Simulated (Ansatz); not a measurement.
CdGaNO:
```cif
data_CdGaNO
_chemical_formula_sum 'Ga1 Cd1 O1 N1'
_space_group_name_H-M_alt 'P3m1'
_space_group_IT_number 156
_space_group_name_Hall 'P 3 -2"'
_cell_length_a 3.28651
_cell_length_b 3.28651
_cell_length_c 5.70068
_cell_angle_alpha 90.000
_cell_angle_beta 90.000
_cell_angle_gamma 120.000
loop_
_atom_site_label
_atom_site_type_symbol
_atom_site_symmetry_multiplicity
_atom_site_Wyckoff_symbol
_atom_site_fract_x
_atom_site_fract_y
_atom_site_fract_z
_atom_site_occupancy
Ga1 Ga 1 b 0.33333 0.66667 0.50127 1
Cd1 Cd 1 c 0.66667 0.33333 0.98040 1
O1 O 1 b 0.33333 0.66667 0.17216 1
N1 N 1 c 0.66667 0.33333 0.59616 1
```

Relaxed with r²SCAN. r²SCAN (plane waves, PAW; program Ansatz) gives a gap of 0.87 eV.

What gap does HSE06 give on the same cell (Ansatz, PAW)?

1.67 eV, 0.80 eV more. The hybrid was solved on a coarser mesh and at special points; the gap given is the minimum over both.

| k | v1 r²SCAN | c1 r²SCAN | v1 HSE06 | c1 HSE06 |
|---|---|---|---|---|
| Γ | 0.00 | 0.87 | 0.00 | 1.67 |
| A | -0.22 | 3.19 | (withheld) | (withheld) |
| K | -1.39 | 5.97 | -1.43 | 6.74 |
| H | -0.62 | 6.15 | (withheld) | (withheld) |
| M | -0.70 | 5.10 | (withheld) | (withheld) |
| L | -0.92 | 4.49 | (withheld) | (withheld) |

Top valence (v1) and lowest conduction level (c1) in eV from each method's valence maximum (which need not be a listed point): supply the withheld HSE06 values.


- L, v1 HSE06: -0.94
- L, c1 HSE06: 5.24
- H, v1 HSE06: -0.63
- H, c1 HSE06: 6.94
- M, v1 HSE06: -0.81
- M, c1 HSE06: 5.96
- A, v1 HSE06: -0.20
- A, c1 HSE06: 4.10

Cost on shared cores: the r²SCAN run (SCF on a 10×10×5 mesh, then bands and DOS) roughly 70 core-seconds, the HSE06 run (SCF on 7×7×4, then a few points) around 3 core-minutes (rough); the tasks are unlike.

The start of the workflow was typed in or built on a structure type; neither database checked (COD, Materials Project) lists it. Its standing as an ambient phase is unchecked. Symmetry was held in the r²SCAN relaxation; whether a distortion lowers the energy is not shown. Spin–orbit coupling is left out wherever it is not named.

Potentials: the earlier of the program's two PAW sets.
